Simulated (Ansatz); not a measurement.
Geometry optimisation in Ansatz: input, command and trajectory.

```yaml
crystal:
  lattice:
    - [5.0970307136, 0.0, 0.0]
    - [0.0, 5.0970307136, 0.0]
    - [0.0, 0.0, 5.0970307136]
  atoms:
    - { symbol: Bi, position: [0.0, 0.0, 0.0] }
    - { symbol: Te, position: [0.0, 0.5, 0.5] }
    - { symbol: Te, position: [0.5, 0.0, 0.5] }
    - { symbol: Te, position: [0.5, 0.5, 0.0] }
basis:
  ecutwfc: 500
kpoints:
  mp_grid: { grid: [4, 4, 4] }
hamiltonian:
  xc: r2scan
scf:
  occupations: { method: gaussian, width: 0.1 }
  lower_state_search: "off"
output:
  forces: true
  stress: true
  eigenvalues: true
relax:
  adjacent_minimum: "off"
  f_tol: 0.04
  max_steps: 70
  cell: { stress_tol: 0.4 }
```

```bash
ansatz run input.yaml --threads 1 --pin off --max-ram 3072MiB --backend cpu --events-out ev --progress --plain --runs-dir out
```

Computed with DFT r2SCAN, scalar-relativistic, plane waves, PAW in Ansatz 0.2.0.

Of 4 frames 4 are shown, positions in Å and forces in eV/Å; the SCF threshold varies from step to step. Steps run on the plane waves of an earlier cell, with a Pulay correction in the pressure. The basis is chosen afresh for the last frame, the zero of the energies, and at times for earlier ones too; energy and pressure step there, also at an unchanged geometry.

```xyz
4
Lattice="5.0970 0.0000 0.0000 0.0000 5.0970 0.0000 0.0000 0.0000 5.0970" Properties=species:S:1:pos:R:3:forces:R:3 pbc="T T T" step=1 free_energy_over_end_meV_per_atom=55.37 pressure_GPa=-4.50
Bi    0.0000    0.0000    0.0000    0.0000    0.0000    0.0000
Te    0.0000    2.5485    2.5485    0.0000    0.0000    0.0000
Te    2.5485    0.0000    2.5485    0.0000    0.0000    0.0000
Te    2.5485    2.5485    0.0000    0.0000    0.0000    0.0000
4
Lattice="4.8875 0.0000 0.0000 0.0000 4.8875 0.0000 0.0000 0.0000 4.8875" Properties=species:S:1:pos:R:3:forces:R:3 pbc="T T T" step=2 free_energy_over_end_meV_per_atom=0.36 pressure_GPa=0.66
Bi    0.0000    0.0000    0.0000    0.0000    0.0000    0.0000
Te    0.0000    2.4437    2.4437    0.0000    0.0000    0.0000
Te    2.4437    0.0000    2.4437    0.0000    0.0000    0.0000
Te    2.4437    2.4437    0.0000    0.0000    0.0000    0.0000
4
Lattice="4.9122 0.0000 0.0000 0.0000 4.9122 0.0000 0.0000 0.0000 4.9122" Properties=species:S:1:pos:R:3:forces:R:3 pbc="T T T" step=3 free_energy_over_end_meV_per_atom=-0.29 pressure_GPa=-0.14
Bi    0.0000    0.0000    0.0000    0.0000    0.0000    0.0000
Te    0.0000    2.4561    2.4561    0.0000    0.0000    0.0000
Te    2.4561    0.0000    2.4561    0.0000    0.0000    0.0000
Te    2.4561    2.4561    0.0000    0.0000    0.0000    0.0000
4
Lattice="4.9122 0.0000 0.0000 0.0000 4.9122 0.0000 0.0000 0.0000 4.9122" Properties=species:S:1:pos:R:3:forces:R:3 pbc="T T T" step=4 free_energy_over_end_meV_per_atom=0.00 pressure_GPa=-0.15
Bi    0.0000    0.0000    0.0000    0.0000    0.0000    0.0000
Te    0.0000    2.4561    2.4561    0.0000    0.0000    0.0000
Te    2.4561    0.0000    2.4561    0.0000    0.0000    0.0000
Te    2.4561    2.4561    0.0000    0.0000    0.0000    0.0000
```

The start puts this composition into another compound's structure type, which needn't suit it. At the end the space group is Pm-3m (tolerance 0.05 Å).

It took 17 s on 1 thread of Intel(R) Xeon(R) 6975P-C (Granite Rapids), on a shared host, peak memory 0.73 GiB.

The k mesh is coarse. Spin–orbit coupling is left out, which can shift energies with elements as heavy as these.